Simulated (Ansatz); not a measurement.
With DFT-r²SCAN in the program Ansatz with PAW potentials, WO in the cubic phase (Pm-3m; W on 3c, O on 3d) relaxes to a = 4.119 Å. W has 4 nearest neighbours from 2.06 Å (square planar); O has 4 nearest neighbours from 2.06 Å (square planar). Its formation energy from the elements is -1.10 eV/atom, with no fitted shifts.

Electronic character: metallic (no gap). The magnetic state found is ferromagnetic. The net moment is 0.16 μB per atom.

The bulk modulus is 310 GPa. Bader charges are W +1.27, O -1.27 e.

The start of the workflow was typed in or built on a structure type; neither database checked (COD, Materials Project) lists it. Its standing as an ambient phase is unchecked. The cell was relaxed with r²SCAN under the symmetry of its start; whether a distortion lowers the energy is not shown. The final state is ferromagnetic, the only order run, not a proven ground state. Other orbital occupations within this spin state were not tried. No Hubbard U is applied. The references are the lowest solids computed at this level, not always the standard phases (solids in place of the gases). Scalar-relativistic: spin–orbit coupling is off unless named, which matters more the heavier the elements.

Potentials: the earlier of the program's two PAW sets. The files were generated under PBE; for other functionals the program regenerates the frozen cores, and for LDA and PBEsol the local potential too.
